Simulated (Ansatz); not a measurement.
Data:

SrCo2P2:
```xyz
5
Lattice="-1.8635 1.8635 5.7111 1.8635 -1.8635 5.7111 1.8635 1.8635 -5.7111" Properties=species:S:1:pos:R:3 pbc="T T T"
P      0.0000     0.0000     4.0013
P      0.0000     0.0000     7.4210
Sr     0.0000     0.0000     0.0000
Co     0.0000     1.8635     2.8556
Co     1.8635     0.0000     2.8556
```
Starting moments (μB, in the order of the atoms P P Sr Co Co): 0.0 0.0 0.0 0.3 0.3.

This is the PBEsol-relaxed structure.

Q: All from plane-wave PAW PBEsol (Ansatz code), unless another level is named. Estimate the electronic character.

A: metallic (no gap).

Q: Give the density of states at the Fermi level.

A: 0.64 states/eV per atom (mean over ±0.08 eV).

Q: Next, the formation energy from the elements (no fitted shifts)?

A: -0.91 eV/atom.

Space group I4/mmm. The workflow started from an entry of the Crystallography Open Database (COD). Its standing as an ambient phase is unchecked. The PBEsol relaxation kept the symmetry of its start; its stability against distortions is not shown here. Spin order of the final state: ferromagnetic, the only order run, not a proven ground state. The references are the lowest solids computed at this level, not always the standard phases. Spin–orbit coupling is left out wherever it is not named.

Potentials: the later of the program's two PAW sets.
